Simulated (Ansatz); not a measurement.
This cell of Zn (hcp, Mg type) is off equilibrium:

```
Zn
1.0
    2.62263     0.00000     0.00000
   -1.31132     2.27126     0.00000
    0.00000     0.00000     5.18869
Zn
2
Direct
  0.33333   0.66667   0.77313
  0.66667   0.33333   0.22687
```

Calculation: PBE (plane waves to 420 eV, PAW, scalar-relativistic; Ansatz, a quantum-chemistry and plane-wave program). k mesh 20×20×9 (Γ-centred), Fermi-Dirac smearing 0.05 eV. Compression counts positive. With partly filled bands, energies and forces of such displacements shift with the k mesh and the smearing. Zn was relaxed with its symmetry unable to fall.

Task: Predict the force on every atom, in eV/Å.

Result: 
```json
[
 {"atom": "Zn1", "Fx": "0.000", "Fy": "0.000", "Fz": "-0.451"},
 {"atom": "Zn2", "Fx": "0.000", "Fy": "0.000", "Fz": "0.451"}
]
```

(A displaced cell: forces are minus the slopes of the energy, force constants its curvatures, and phonons follow from these.)
